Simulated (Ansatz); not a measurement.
CoO in space group R3m (No. 160; Co on 3a, Co on 3a, O on 3a, O on 3a), plane-wave PAW PBEsol (Ansatz code), all energies at zero smearing, with the estimated change up to a 700 eV cutoff added, with one set of potentials and settings (totals compare only within such a set). Cell of 4 atoms (2 Co, 2 O): -11305.306 eV.

| element | reference phase | E (eV/atom) |
|---|---|---|
| Co | P6_3/mmc, 2 atoms in the cell, spin-polarised | -5092.9959 |
| O | C2/m, 4 atoms in the cell, spin-polarised | -558.3554 |

Formation energy per atom, worked out: (-11305.306 − 2×(-5092.9959) − 2×(-558.3554))/4 = -0.651 eV/atom (-63 kJ per mol of atoms), at 0 K, without zero-point energy or fitted corrections.

The first step of the workflow began from a Materials Project structure, measured or hypothetical; the Crystallography Open Database copy checked does not list it. It is not the phase usual at ambient conditions (space group No. 225). Symmetry was held in the PBEsol relaxation, as lowered by the spin order; its stability against distortions is not shown here. Magnetic state: ferrimagnetic, chosen from 5 collinear starts compared on coarse meshes (ties went to the first, and starts can fall back to one state), not a proven ground state. No Hubbard U is applied. The references are the lowest solids computed at this level, not always the standard phases (solids in place of the gases).

Potentials: the later of the program's two PAW sets.
